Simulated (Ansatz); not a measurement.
Equation of state of Ti3Ga

A database entry relaxed whole under r2SCAN (P6_3/mmc):

```
CELL_PARAMETERS angstrom
5.68601 0.00000 0.00000
-2.84301 4.92423 0.00000
0.00000 0.00000 4.62248
ATOMIC_POSITIONS crystal
Ti 0.82949 0.65898 0.25000
Ti 0.17051 0.82949 0.75000
Ti 0.34102 0.17051 0.25000
Ti 0.17051 0.34102 0.75000
Ti 0.82949 0.17051 0.25000
Ti 0.65898 0.82949 0.75000
Ga 0.33333 0.66667 0.25000
Ga 0.66667 0.33333 0.75000
```

The cell was scaled uniformly, its shape held, and the atoms relaxed at each volume with plane-wave PAW DFT (Ansatz 0.2.0; r2SCAN, 500 eV, 7×7×7 Γ-centred mesh, fermi-dirac occupations of width 0.100 eV; no spin, no spin-orbit coupling). One row is withheld.

```csv
volume (Å³/atom),energy over the lowest (meV/atom),pressure (GPa)
15.208,24.2,8.68
15.531,10.2,5.52
15.855,2.3,2.64
16.178,0.0,0.03
16.502,2.7,-2.35
16.825,?,?
17.149,21.4,-6.47
```

Fit the pressures of the other rows to the third-order Birch-Murnaghan form.

With f = [(V₀/V)^(2/3) − 1]/2 and P = 3B₀f(1 + 2f)^(5/2)[1 + 3(B₀′ − 4)f/2], least squares gives V₀ = 16.18 Å³ an atom, B₀ = 124 GPa and B₀′ = 3.8; the rows miss the fit by less than 0.01 GPa. The slope of the energies differs from these pressures by 0.17 GPa, since they are taken to zero smearing while pressures follow the free energy.

What does the withheld row hold?

The fit gives -4.50 GPa at 16.825 Å³; the run gave -4.51 GPa and 10.0 meV an atom.

Caveats: the shape of the cell was held, so B₀ is an upper bound where the axes differ in stiffness; 0 K, fixed nuclei; the symmetry was kept, and this need not be the phase that is stable at 0 K; one mesh for all volumes; pressure is positive in compression.
